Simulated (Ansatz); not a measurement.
# CrH₁₀S₂N₄O₈: what a change does to the field gradients

Base: an entry of the Crystallography Open Database (COD) whose atoms were relaxed with r2SCAN, the cell held.

```yaml
crystal:
  lattice:
    - [5.45680, 0.00000, 0.00000]
    - [-0.75468, 5.65910, 0.00000]
    - [-1.69540, -0.46019, 7.05064]
  atoms:
    - { symbol: Cr, position: [0.00000, 0.00000, 0.00000] }
    - { symbol: H, position: [0.88291, 0.70949, 0.25550] }
    - { symbol: H, position: [0.11709, 0.29051, 0.74450] }
    - { symbol: H, position: [0.08887, 0.93186, 0.36532] }
    - { symbol: H, position: [0.91113, 0.06814, 0.63468] }
    - { symbol: H, position: [0.41602, 0.77765, 0.28763] }
    - { symbol: H, position: [0.58398, 0.22235, 0.71237] }
    - { symbol: H, position: [0.26396, 0.59656, 0.41649] }
    - { symbol: H, position: [0.73604, 0.40344, 0.58351] }
    - { symbol: H, position: [0.21602, 0.53933, 0.17834] }
    - { symbol: H, position: [0.78398, 0.46067, 0.82166] }
    - { symbol: S, position: [0.61639, 0.23562, 0.21282] }
    - { symbol: S, position: [0.38361, 0.76438, 0.78718] }
    - { symbol: N, position: [0.04602, 0.81729, 0.24779] }
    - { symbol: N, position: [0.95398, 0.18271, 0.75221] }
    - { symbol: N, position: [0.24731, 0.66849, 0.28552] }
    - { symbol: N, position: [0.75269, 0.33151, 0.71448] }
    - { symbol: O, position: [0.80133, 0.24966, 0.08842] }
    - { symbol: O, position: [0.19867, 0.75034, 0.91158] }
    - { symbol: O, position: [0.35066, 0.22683, 0.09402] }
    - { symbol: O, position: [0.64934, 0.77317, 0.90598] }
    - { symbol: O, position: [0.67818, 0.45592, 0.33738] }
    - { symbol: O, position: [0.32182, 0.54408, 0.66262] }
    - { symbol: O, position: [0.64196, 0.02871, 0.32812] }
    - { symbol: O, position: [0.35804, 0.97129, 0.67188] }
```

Sites (sets of like atoms) are named by element and the number of their first atom in this list.

Level of theory: DFT, r2SCAN, plane waves and PAW, scalar-relativistic, 500 eV cutoff, Γ-centred 4×4×3 k-points, Fermi–Dirac smearing 0.02 eV (Ansatz 0.2.0).

(1) Variant: atom 1 (Cr) moved by 0.10 Å along (0.000, 0.000, 0.100) Å. What happens to the gradients (10²¹ V/m²)?

Results:

(1) 

| site | atoms | V_zz base | η base | V_zz variant | η variant |
| --- | --- | --- | --- | --- | --- |
| Cr | 1 | -16.53 | 0.65 | -16.49 | 0.66 |
| H5 | 5 | 3.32 | 0.11 | 3.33 | 0.12 |
| H8 | 8 | 2.48 | 0.07 | 2.48 | 0.07 |
| S12 | 12 | -1.13 | 0.36 | -1.14 | 0.29 |
| S13 | 13 | -1.13 | 0.36 | -1.11 | 0.52 |
| N14 | 14 | 10.40 | 0.85 | 10.22 | 0.85 |
| N15 | 15 | 10.40 | 0.85 | 10.56 | 0.85 |
| N16 | 16 | 6.11 | 0.19 | 6.05 | 0.19 |
| O18 | 18 | 14.30 | 0.07 | 14.18 | 0.08 |
| O19 | 19 | 14.30 | 0.07 | 14.41 | 0.07 |
| O20 | 20 | 14.54 | 0.01 | 14.44 | 0.02 |
| O21 | 21 | 14.54 | 0.01 | 14.64 | 0.02 |
| O24 | 24 | 13.18 | 0.13 | 13.17 | 0.12 |
| O25 | 25 | 13.18 | 0.13 | 13.20 | 0.13 |

The largest change of V_zz is on N14, from 10.40 to 10.22. The whole tensor moves most on O18, by 0.33 along its most changed direction. In per cent, |V_zz| changes by 0 on Cr, 0 on H, -2 to +1 on S, -2 to +2 on N, -1 to +1 on O (all sites that start above 0.5). Where |V_zz| stays above 0.1, η moves most on S13, from 0.36 to 0.52. The table leaves out 11 of the 25 sites, with |V_zz| up to 13.43; their tensors move by 0.05 at most along any direction. The statements above cover all sites. The number of symmetry-distinct sites goes from 13 to 25.

The run isn't spin-polarised; if Cr carries unpaired electrons in the real compound, its values differ. The lattice is static: at room temperature NH₃ may turn and average the couplings of its hydrogen. With a gap of 0.3 eV on this mesh, the gradients can still move by some per cent as the k-mesh gets denser.
For the variant: The atoms aren't relaxed after the move (largest force 1.4 eV/Å).
